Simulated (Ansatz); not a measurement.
Cu Kα1 powder pattern (kinematic, no thermal factors).
```csv
2θ (°),relative intensity
12.37,100
13.14,2
26.99,6
27.05,3
29.79,57
29.85,29
37.04,33
37.05,14
37.08,7
37.10,16
37.72,1
46.98,2
47.00,21
47.02,11
47.65,10
47.76,20
49.42,7
49.52,6
49.54,7
51.06,6
57.24,9
57.37,5
58.70,4
58.71,2
61.86,3
61.88,7
61.98,4
62.01,2
65.19,3
69.17,7
69.32,3
71.90,2
71.95,1
72.41,4
72.48,4
72.52,4
77.56,4
77.70,4
77.80,4
78.87,2
81.62,3
81.63,1
81.75,3
81.78,1
81.83,2
81.86,3
84.65,3
84.71,3
84.76,3
86.83,4
86.88,2
88.31,4
88.46,4
88.50,4
88.87,3
89.12,2
```

The pattern is computed from a structure relaxed with DFT PBE, scalar-relativistic, plane waves, PAW in Ansatz. No spin polarisation. Its elements are Hf, Se, Sn.

**Question.** Give the structure.

**Answer.** Hf3SnSe8.
Space group C2/m (No. 12). a = 14.298 Å, b = 7.629 Å, c = 6.587 Å, α = 90.00°, β = 90.03°, γ = 90.00°
| atom | site | symmetry | x | y | z |
| --- | --- | --- | --- | --- | --- |
| Hf | 4g | 2 | 0.0000 | 0.2532 | 0.0000 |
| Hf | 2d | 2/m | 0.0000 | 0.5000 | 0.5000 |
| Sn | 2c | 2/m | 0.0000 | 0.0000 | 0.5000 |
| Se | 4i | m | 0.8897 | 0.0000 | 0.1597 |
| Se | 4i | m | 0.8897 | 0.5000 | 0.1675 |
| Se | 8j | 1 | 0.8890 | 0.2559 | 0.6701 |

A pattern alone doesn't exclude other cells with like lines; this is the one computed.

It was reached by relaxing an invented guess, and it needn't be the stable form of this composition. No dispersion correction is applied, so the spacing between layers, chains or molecules is poorly fixed.
